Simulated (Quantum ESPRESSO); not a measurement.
Space group Pm-3m (No. 221); a = b = c = 3.795 Å, α = β = γ = 90.00°

| atom | site | symmetry | x | y | z |
|---|---|---|---|---|---|
| O | 3d | 4/mm.m | 0.0000 | 0.0000 | 0.5000 |
| W | 1a | m-3m | 0.0000 | 0.0000 | 0.0000 |

Cell and atoms were relaxed with PBEsol from Materials Project entry mp-19390, within its symmetry.

Task: What does PBEsol (Quantum ESPRESSO, PseudoDojo norm-conserving, 84 Ry, with spin-orbit coupling) give for the electronic structure near the Fermi level?

Result: The PBEsol gap is indirect, 0.42 eV, from R to Γ; the smallest direct gap is 1.41 eV. Another valence extremum on the path lies within 0.02 eV, too close to call. The cell is held in this high symmetry; tilts and polar distortions were not searched.

The structure is a Materials Project entry; no match was found in the copy of COD used, and its stability was not checked.
